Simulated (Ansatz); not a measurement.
**Question.** AlCo3B (anti-perovskite, space group No. 221) is relaxed with r²SCAN in the plane-wave PAW code Ansatz. What lattice parameters of the conventional cell result?

**Answer.** a = 3.743 Å.

These are the values of the symmetrised cell.

**Question.** Is it a metal or does it have a gap at this level?

**Answer.** No gap at this level.

Space group Pm-3m (anti-perovskite). The start of the workflow was typed in or built on a structure type; neither database checked (COD, Materials Project) lists it. Whether it is the stable phase at ambient conditions was not checked. The r²SCAN relaxation kept the symmetry of its start; whether a distortion lowers the energy is not shown. Magnetic state: ferromagnetic, chosen from 4 collinear starts compared on coarse meshes (ties went to the first, and starts can fall back to one state), not a proven ground state. The volume moved by -15 % from the start of the relaxation. Other orbital occupations within this spin state were not tried.

Potentials: the earlier of the program's two PAW sets.
